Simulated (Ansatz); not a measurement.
Re (diamond, Fd-3m) at seven volumes, DFT-PBEsol in the program Ansatz with PAW potentials, scaled uniformly. One row is withheld.

| V (Å³/atom) | P (GPa) |
|---|---|
| 19.916 | 21.99 |
| 20.572 | 13.48 |
| 21.229 | 6.22 |
| 21.885 | 0.00 |
| 22.542 | -5.32 |
| 23.199 | -9.88 |
| 23.855 | ? |

Fit the shown pressures and predict the withheld one.

Third-order Birch–Murnaghan: P = (3/2)B₀(x^(7/2) − x^(5/2))[1 + (3/4)(B′ − 4)(x − 1)] with x = (V₀/V)^(2/3). Least squares on the six rows gives V₀ = 21.885 Å³/atom, B₀ = 191.4 GPa, B′ = 4.18. At V = 23.855, x = 0.9442 and P = -13.78 GPa. The run itself gave -13.77 GPa.

The start of the workflow was typed in or built on a structure type; neither database checked (COD, Materials Project) lists it. It is not the phase usual at ambient conditions (space group No. 194). The cell was relaxed with PBEsol under the symmetry of its start. At this level the phase is mechanically unstable. The run is not spin-polarised. Spin–orbit coupling is left out wherever it is not named.

Potentials: the earlier of the program's two PAW sets. The files were generated under PBE; for other functionals the program regenerates the frozen cores, and for LDA and PBEsol the local potential too.
